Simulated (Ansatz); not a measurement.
Relaxing a structure of NaF

The start is a relaxed NaF cell with every coordinate shifted by Gaussian noise of σ = 0.45 Å. Cell shape, volume and atoms are optimised at zero target pressure with PBEsol (plane waves to 420 eV, PAW, scalar-relativistic; Ansatz, a program for electronic structure). The first steps use a coarse 9×9×9 k-mesh.

Input geometry:
```
NaF
1.0
    0.00000     2.31472     2.31472
    2.31472     0.00000     2.31472
    2.31472     2.31472     0.00000
F Na
1 1
Direct
  0.13341   0.78763   0.00653
  0.61595   0.37212   0.30131
```

- Initial pressure: +12.8 GPa (positive: the cell is compressed)
- Energy released: 0.29 eV/atom
- Shortest distances (start → end): The closest pairs of elements (up to four, under 3.6 Å), start → end: F–Na 1.83 → 2.31 Å; F–F 3.27 → 3.27 Å; Na–Na 3.27 → 3.27 Å
- Band gap at the end: 6.20 eV, direct at Γ (no spin-orbit coupling)
- Optimiser moves: 6

Final structure:

Space group Fm-3m (No. 225); a = b = c = 4.6290 Å, α = β = γ = 90.00°

| atom | site | symmetry | x | y | z |
|---|---|---|---|---|---|
| F | 4b | m-3m | 0.5000 | 0.5000 | 0.5000 |
| Na | 4a | m-3m | 0.0000 | 0.0000 | 0.0000 |
(The calculation used a cell of 2 atoms; values per cell refer to that cell.)

Final values are on a 12×12×12 k-mesh of the relaxed cell. No spin polarisation in the result.
